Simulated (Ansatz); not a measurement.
**Rh: energy along a strain**

Rh, Fm-3m, a = 3.780 Å. Ansatz: PBEsol, PAW, 420 eV, Γ-centred 28×28×28 mesh on 1 atom, Gaussian smearing 0.15 eV; no spin polarisation. Cell vectors (Å): 0.000 1.890 1.890; 1.890 0.000 1.890; 1.890 1.890 0.000. The cell is strained by x per cent times the pattern (0 1 0 0 0 0) in the order xx yy zz yz xz xy (engineering shears), with fractional coordinates held. y is the free energy over the start, V0 = 13.502 Å³/atom. Points with a strain past 8.5 % were computed too (2) and aren't used here.

| x (%) | y (meV/atom) |
| --- | --- |
| -7.50 | 130.77 |
| -5.00 | 55.37 |
| -2.50 | ? |
| 0.00 | 0.00 |
| 2.50 | 11.60 |
| 5.00 | 44.18 |
| 7.50 | 94.17 |

Problem. Fit y = c2 x² + c3 x³ to the other rows, get the stiffness along the pattern, and predict the missing energy.

Solution. Least squares on the rows shown. y = 1.9979 x² − 0.043498 x³. The clamped-ion stiffness p·C·p = 2 × 19.98 eV × 160.2 / 13.502 Å³ = 474 GPa, which is C22 in these axes (C11 of the cubic crystal). At x = -2.50 the fit asked for gives 13.17 meV/atom. The run gave 13.23 meV/atom, so the fit is 0.06 meV/atom too low, within the rms miss on the fitted rows (0.19 meV/atom).